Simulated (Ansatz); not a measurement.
**BN (P6_3/mmc), axial (c/a) deformation path**

Computed with DFT r2SCAN, scalar-relativistic, plane waves, PAW (Ansatz 0.2.0). Settings: plane waves to 500 eV, k-mesh 12×12×4 (Γ-centred), Gaussian smearing 0.05 eV. No spin polarisation. Energies are free energies at this smearing, counted from the undisturbed cell; pressure is positive in compression.

Reference structure (relaxed at this level):

```xyz
4
Lattice="2.5010 0.0000 0.0000 -1.2505 2.1659 0.0000 0.0000 0.0000 6.8742" Properties=species:S:1:pos:R:3 pbc="T T T"
B     0.0000    1.4439    1.7185
B     1.2505    0.7220    5.1556
N     0.0000    1.4439    5.1556
N     1.2505    0.7220    1.7185
```

The cell holds layers and no dispersion correction was added, so their binding is poorly described.

At fixed volume and fractional coordinates, lengths along (0.000, 0.000, 1.000) are scaled against those across it; ρ is that ratio over its starting value.

```csv
ρ,ΔE (meV/atom)
0.800,324.6
0.850,177.3
0.920,48.4
0.960,11.9
1.000,0.0
1.050,17.3
1.100,67.7
1.200,257.4
1.300,552.2
```

(1) Predict the pressure (GPa) at each point.

## Answers

(1)
| ρ | pressure (GPa) |
| --- | --- |
| 0.800 | -42.0 |
| 0.850 | -32.6 |
| 0.920 | -18.1 |
| 0.960 | -9.2 |
| 1.000 | 0.0 |
| 1.050 | 11.9 |
| 1.100 | 24.1 |
| 1.200 | 49.5 |
| 1.300 | 75.7 |

Cost: 9 runs of about 0.37 core-minutes in all, on Intel Xeon Platinum 8488C (Sapphire Rapids) (shared hosts).